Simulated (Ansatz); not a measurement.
The relaxed structure here is a generated cell of CdTe: the first start was made by placing the elements on the sites of a structure type, and the end was not matched to a known phase here, so it may be hypothetical. Known forms of CdTe include space group No. 216.

The end point of a relaxation of CdTe. Space group Pm (No. 6). All values below come from PBE (plane waves to 420 eV, PAW, scalar-relativistic; Ansatz, a program for electronic structure).

```cif
data_Cd4Te4
_chemical_formula_sum 'Cd4 Te4'
_space_group_name_H-M_alt 'Pm'
_space_group_IT_number 6
_space_group_name_Hall 'P -2y'
_cell_length_a 7.77514
_cell_length_b 4.74973
_cell_length_c 8.16632
_cell_angle_alpha 90.000
_cell_angle_beta 92.127
_cell_angle_gamma 90.000
loop_
_atom_site_label
_atom_site_type_symbol
_atom_site_symmetry_multiplicity
_atom_site_Wyckoff_symbol
_atom_site_fract_x
_atom_site_fract_y
_atom_site_fract_z
_atom_site_occupancy
Cd1 Cd 1 a 0.34718 0.00000 0.85205 1
Cd2 Cd 1 a 0.86434 0.00000 0.16935 1
Cd3 Cd 1 b 0.05856 0.50000 0.66488 1
Cd4 Cd 1 b 0.37449 0.50000 0.33129 1
Te1 Te 1 b 0.00173 0.50000 0.31752 1
Te2 Te 1 a 0.49659 0.00000 0.17725 1
Te3 Te 1 a 0.96935 0.00000 0.83472 1
Te4 Te 1 b 0.44886 0.50000 0.67960 1
```

```yaml
volume_per_atom: 37.67 Å³
density: 5.29 g/cm³
band_gap: 0.80 eV, direct at Γ (no spin-orbit coupling)
shortest_distances: Cd–Te 2.85 Å; Cd–Cd 3.57 Å
k-mesh: 5×7×4
```

Band energies at high-symmetry points (eV from the VBM; labels of this space group; no spin-orbit coupling), from −5 eV up to 5.7 eV:

```tsv
point	energies
Γ	-4.34 -3.73 -3.13 -2.26 -1.76 -1.27 -0.83 -0.75 -0.52 -0.10 -0.06 0.00 0.80 1.12 2.21 2.60 3.92 4.36 4.85 4.96 5.10 5.39
Z	-3.94 -3.71 -3.56 -3.35 -2.66 -2.41 -1.93 -1.70 -1.38 -1.30 -0.91 -0.86 3.24 3.31 3.52 3.73 4.09 4.13 4.98 5.29 5.32 5.62
D	-4.12 -3.99 -3.70 -3.48 -2.27 -2.14 -1.79 -1.52 -1.06 -1.02 -0.77 -0.69 2.07 2.36 2.64 2.79 4.10 4.45 5.22 5.50 5.53 5.60
B	-4.04 -3.33 -2.76 -2.18 -2.12 -1.63 -1.40 -1.26 -0.52 -0.47 -0.36 -0.22 1.97 2.15 2.40 2.71 3.96 4.55 4.89 4.92 5.13 5.58 5.63
A	-3.30 -3.26 -3.07 -2.74 -1.44 -1.28 -1.17 -1.13 -1.01 -0.99 -0.55 -0.49 2.12 2.47 2.65 3.00 3.79 4.19 4.33 4.62 5.07 5.67
E	-4.18 -4.06 -3.97 -3.80 -1.70 -1.51 -1.34 -1.25 -1.17 -0.98 -0.85 -0.64 1.89 2.17 2.35 2.67 3.20 3.91 4.07 4.32
C2	-3.94 -3.88 -3.78 -3.72 -2.30 -1.96 -1.73 -1.63 -1.21 -1.13 -0.84 -0.52 2.67 2.82 3.13 3.35 4.13 4.28 4.69 4.84 5.13 5.46
Y2	-4.13 -3.91 -2.73 -1.97 -1.50 -1.39 -1.19 -0.82 -0.56 -0.51 -0.26 -0.25 1.23 1.80 2.36 2.51 3.75 4.01 4.75 4.87 4.91 4.99 5.07 5.29
```

No spin polarisation in the result. Spin-orbit coupling is missing; with elements this heavy it can move band edges by tenths of an eV or more.

It was reached from a disturbed copy of a P4₂/mmc (No. 131) cell, against which it lies -0.28 eV/atom.
